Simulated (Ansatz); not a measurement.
## Structures of MoWSe4: which is lowest?

Plane-wave DFT in Ansatz with scalar-relativistic PAW potentials, cutoff 500 eV, Γ-centred meshes chosen by cell and gap, Gaussian smearing with energies taken to zero width. Every cell was relaxed (cell and atoms) in a run of its own, within the symmetry of its start. Functional: r2SCAN.

Relaxed structures (starts from databases or built by putting these elements on another compound's sites):
A. P-6m2, 6 atoms in the computed cell, a = 3.318 Å, c = 13.697 Å; sites (symmetry × multiplicity) Mo -6m2 × 1, W -6m2 × 1, Se 3m. × 2 + 3m. × 2; start: database
B. P3m1, 6 atoms in the computed cell, a = 3.317 Å, c = 22.762 Å; sites (symmetry × multiplicity) Mo 3m. × 1, W 3m. × 1, Se 3m. × 1 + 3m. × 1 + 3m. × 1 + 3m. × 1; start: database

Task: Rank them by energy. Could pressure change the order?

Result:
| structure | group | E − E(lowest) (meV/atom) | V (Å³/atom) | gap on mesh (eV) |
| --- | --- | --- | --- | --- |
| A | P-6m2 | 0.0 | 21.76 | 1.16 |
| B | P3m1 | 8.0 | 36.15 | 1.44 |

A is lowest, 8 meV/atom under B. The lowest is also the densest of these, so pressure wouldn't bring one of the others in at first order. Other structures may lie lower than all of these, and vibrations aren't counted.

Spin-orbit coupling is left out, which matters for the bands of heavy elements. An odd mesh misses points on the zone edge, so a gap read on it can be too wide. Each cell of MoWSe4 holds layers, and where no dispersion correction was added their binding is poorly described.